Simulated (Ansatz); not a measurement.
Here is an unrelaxed guess for TaAl₄.

```xyz
10
Lattice="5.5724 0.0000 0.0000 0.0000 5.5724 0.0000 0.0000 0.0000 5.0367" Properties=species:S:1:pos:R:3 pbc="T T T"
Ta    2.7862    2.7862    0.0000
Ta    0.0000    0.0000    0.0000
Al    3.7549    4.6036    1.2681
Al    4.6036    1.8174    1.2681
Al    0.9688    1.8174    3.7686
Al    4.6036    3.7549    3.7686
Al    3.7549    0.9688    3.7686
Al    1.8174    4.6036    3.7686
Al    1.8174    0.9688    1.2681
Al    0.9688    3.7549    1.2681
```

Level of theory: DFT PBE, scalar-relativistic, plane waves, PAW (Ansatz 0.2.0). Cutoff 420 eV; k points 4×4×4 on the computed 10-atom cell (Γ-centred); Gaussian smearing, width 0.10 eV; no spin polarisation.

The zero of energy is the elements' standard structures at the same level; no fitted shifts are applied.

Question: How far from equilibrium is it?

Answer: The pressure is 32.7 GPa (the mean over three directions, positive in compression), the largest force is 2.88 eV/Å, and the energy is +0.89 eV/atom against the elements. The shortest distance is 2.42 Å.

Question: Is it a good guess?

Answer: A rough one: relaxing gains about 0.68 eV/atom (the start's value is from the coarse mesh, so the gain is rough) in 14 ionic steps and ends at +0.22 eV/atom on the finer mesh. The symmetry stays P4/nbm (No. 125). The volume per atom grows by 18.4 %, from 15.6 to 18.5 Å³. The shortest distance goes from 2.42 Å (Ta–Al) to 2.70 Å (Al–Al). The ratio c/a of the conventional cell changes by a factor of 1.31. Conventional cell: a = 5.388 Å, c = 6.377 Å. Around Ta lie 8 Al at 2.74 Å; Al is surrounded by 6 Al at 2.70–2.89 Å, 2 Ta at 2.74 Å and 2 Al at 3.26 Å.

The last run used an 8×8×6 mesh (in the run's order of axes) for its 10-atom cell and Gaussian smearing of 0.10 eV. Spin–orbit coupling, which can matter for Ta, is left out. The relaxation can't lower the symmetry of the start, and the grade says only how near the guess is to its own end. A structure relaxed within its symmetry needn't be a true minimum.
